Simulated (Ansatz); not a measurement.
InAs (zinc blende)

```yaml
crystal:
  lattice:
    - [0.00000, 6.10911, 6.10911]
    - [3.05455, 0.00000, 3.05455]
    - [3.05455, 3.05455, 0.00000]
  atoms:
    - { symbol: As, position: [0.37500, 0.75000, 0.75000] }
    - { symbol: As, position: [0.87500, 0.75000, 0.75000] }
    - { symbol: In, position: [0.00000, 0.00000, 0.00000] }
    - { symbol: In, position: [0.50000, 0.00000, 0.00000] }
```

In this cell atom 4 (In, nearest neighbour As at 2.645 Å; its periodic images, 4.3 Å or more away, move with it) is moved by s along Cartesian [111], unit vector (0.577, 0.577, 0.577); all other atoms and the cell stay fixed.

Calculation: r2SCAN (plane waves to 500 eV, PAW, scalar-relativistic; Ansatz, a quantum-chemistry and plane-wave program). k mesh 4×8×8 (Γ-centred), Fermi-Dirac smearing 0.05 eV. Energies are smeared free energies. Stress and pressure are positive under compression. F∥ is the force on the atom along that direction. F⊥ is the part of the force across the line. InAs was relaxed with its symmetry unable to fall. The zero of ΔE is the undisplaced structure.

```
s (Å)   ΔE (meV/cell)  P (GPa)  F∥ (eV/Å)  |F⊥| (eV/Å)
------  -------------  -------  ---------  -----------
-0.530           1902     5.76      9.604        0.357
-0.424           1068     3.26      6.318        0.271
-0.318            530     1.64      3.943        0.194
-0.212            209     0.66      2.206        0.124
-0.106             47     0.16      0.930        0.061
0.000               0     0.01      0.000        0.000
0.106              37     0.13     -0.657        0.058
0.212             132     0.41     -1.105        0.116
0.318             265     0.77     -1.384        0.181
0.424             420     1.15     -1.526        0.253
0.530             585     1.52     -1.559        0.332
```

Read from the data:

```
Quantity                                                                                                                                             Result
--------------------------------------------------------  -------------------------------------------------------------------------------------------------
Energy at s = 0.530 Å                                                                                                                          585 meV/cell
Force along the line at s = -0.530 Å                                                                                                              9.60 eV/Å
Symmetry of the curve                                                                                   not even: the negative side lies higher at ±0.530 Å
Shape of the curve                                                                           a single well with its minimum at or next to zero displacement
Force constant k = d²E/ds² at s = 0 (finite differences)                                                                                         7.38 eV/Å²
Harmonic estimate at the end of the scan                  ½ks² = 1036 meV/cell against the computed 585 meV/cell, so the well is softer than harmonic there
```

(A displaced cell: forces are minus the slopes of the energy, force constants its curvatures, and phonons follow from these.)
